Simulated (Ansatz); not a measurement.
What moves the pressure of Ni?

```xyz
1
Lattice="0.0000 1.7679 1.7679 1.7679 0.0000 1.7679 1.7679 1.7679 0.0000" Properties=species:S:1:pos:R:3 pbc="T T T"
Ni    0.0000    0.0000    0.0000
```

The cell comes from COD entry 2100640, which wasn't checked; take it as a given geometry.

The calculation used Ansatz 0.2.0, DFT, PBE, all-electron LAPW, scalar-relativistic.

Numerical set-up: a Γ-centred 18×18×18 k mesh, Fermi–Dirac smearing of 0.05 eV, basis error target 0.25 meV/atom, spin-polarised from start moments Ni 1.5 μB.

In this reference run the pressure is -2.9 GPa (positive in compression). Each change below is made alone, on the same k mesh, with fractional coordinates held unless an atom is moved; x, y and z are the Cartesian axes.

**Question.** Order the changes by the shift of the pressure, most negative first.
A. volume scaled by 1.02
B. no relativity
C. no spin polarisation
D. functional lda
E. spin-orbit coupling on
F. functional pbesol

**Answer.** D (-16.7 GPa), F (-9.5 GPa), A (-3.5 GPa), C (-1.0 GPa), E (+0.1 GPa), B (+4.3 GPa).
